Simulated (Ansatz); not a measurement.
Values for one crystal, relaxed and computed with DFT-PBEsol in the program Ansatz with PAW potentials; other levels are named.

* **Volume per atom**: 16.06 Å³
* **Electronic character**: metallic (no gap)
* **Bulk modulus (Birch–Murnaghan fit)**: 94.4 GPa
* **Formation energy from the elements (no fitted shifts)**: -0.71 eV/atom
* **Pressure derivative B′**: 4.5
* **Mechanical stability**: unstable (C has a negative eigenvalue)
* **Elastic constants (relaxed ions, GPa)**: C11 = 133, C12 = 77.2, C44 = -5.7

**Question.** Which of these materials gives this?
(A) Sr2RuO4, I4/mmm (Sr on 4e, Ru on 2a, O on 4e, O on 4c)
(B) BaTiHO2, P4/mmm (Ba on 1d, Ti on 1a, O on 2f, H on 1b)
(C) VO2, C2/m (Pearson symbol mS24)
(D) SrZrO3, cubic perovskite

**Answer.** D, SrZrO3, cubic perovskite

Space group Pm-3m (cubic perovskite). The workflow started from an entry of the Crystallography Open Database (COD), which files this formula under 3 space groups. Its standing as an ambient phase is unchecked. The PBEsol relaxation kept the symmetry of its start. No spin polarisation was allowed. The volume lies over 15 % above that of the usual cell of this phase: another minimum, or an error of the functional. As this level gives no gap, shear constants depend on the k-mesh and smearing (Fermi–Dirac, 0.1 eV here). The references are the lowest solids computed at this level, not always the standard phases (solids in place of the gases). Scalar-relativistic: spin–orbit coupling is off unless named, which matters more the heavier the elements.

Potentials: the later of the program's two PAW sets.
